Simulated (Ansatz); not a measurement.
Data:

Starting cell, TiO2 (anatase):

```
TiO2
1.0
   -1.88893     1.88893     4.79189
    1.88893    -1.88893     4.79189
    1.88893     1.88893    -4.79189
Ti O
2 4
Direct
  0.50000   0.50000   0.00000
  0.25000   0.75000   0.50000
  0.29273   0.29273   0.00000
  0.04273   0.54273   0.50000
  0.45727   0.95727   0.50000
  0.70727   0.70727   0.00000
```

Scan: atom 2 (Ti, nearest neighbour O at 1.933 Å; its periodic images, 3.8 Å or more away, move with it) is displaced along Cartesian [111], direction (0.577, 0.577, 0.577) in Cartesian axes, by s. The other atoms stay.

Computed with r2SCAN (plane waves to 500 eV, PAW, scalar-relativistic; Ansatz, a program for electronic structure). k mesh 10×10×10 (Γ-centred), Fermi-Dirac smearing 0.05 eV. The energy includes the smearing's −TS. Left out: 4 of 11 points, with atoms too close for the PAW data. TiO2 is run without spin polarisation. TiO2 was relaxed with its symmetry unable to fall. ΔE is measured from the undisplaced structure.

The scan covers s from -0.348 to 0.348 Å in 7 points.

Question: Is the energy the same for equal positive and negative displacements?

Answer: Even: the same for both signs. With its periodic images moving along, the atom's site symmetry in this cell is -4m2.

Question: What force acts on the atom along the line at s = -0.348 Å?

Answer: 4.83 eV/Å.

Question: What is the energy change at s = 0.348 Å?

Answer: 695 meV/cell.

Question: What is the force constant k = d²E/ds² of this move at s = 0?

Answer: 8.45 eV/Å².

(For displaced atoms, the force is minus the slope of the energy, and its curvature is a force constant, which sets phonon frequencies.)
